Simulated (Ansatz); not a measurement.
The elements of this relaxed trial crystal are hidden behind letters.

```
lattice vectors (Å)
   3.0882    0.0000    0.0000
   0.0000    3.0882    0.0000
   0.0000    0.0000    4.4419
fractional positions
X 0.0000 0.0000 0.0000
Z 0.5000 0.5000 0.7647
Z 0.0000 0.0000 0.5000
Z 0.5000 0.5000 0.2353
```

Theory: DFT PBE, scalar-relativistic, plane waves, PAW (Ansatz 0.2.0). Cutoff 420 eV, Γ-centred 16×16×10 mesh (4-atom cell), Gaussian smearing of 0.10 eV, no spin polarisation.

| Item | Value |
| --- | --- |
| Space group | P4/mmm (No. 123) |
| Conventional cell | a = 3.088 Å, c = 4.442 Å |
| Volume per atom | 10.59 Å³ |
| Density | 5.81 g/cm³ |
| Formation energy | −2.78 eV/atom |
| Gap on the 16×16×10 mesh of the 4-atom cell | 0 eV (a metal) |

Energies are uncorrected and count from the elements' standard states at the same level.

**Question.** X is a d-block element of period 5 and Z is a p-block element of period 2. Which elements are they?

**Answer.** X = Zr, Z = F, so the formula is ZrF3. Density times volume gives a mean mass of 5.81 × 10.59/1.6605 = 37.1 u per atom, and this set has 37.1 u. Zr is surrounded by 2 F at 2.22 Å, 8 F at 2.42 Å and 4 Zr at 3.09 Å; F on a site of symmetry 4mm is surrounded by 1 F at 2.09 Å, 1 F at 2.35 Å, 4 Zr at 2.42 Å and 4 F at 2.48 Å; F on a site of symmetry 4/mmm is surrounded by 2 Zr at 2.22 Å and 8 F at 2.48 Å. Other sets within the hints have nearly the same mass, so mass alone doesn't settle it; this one was computed.

An odd number of electrons in the primitive cell allows no gap without spin; a larger cell or a magnetic state could open one. A structure relaxed within its symmetry needn't be a true minimum.
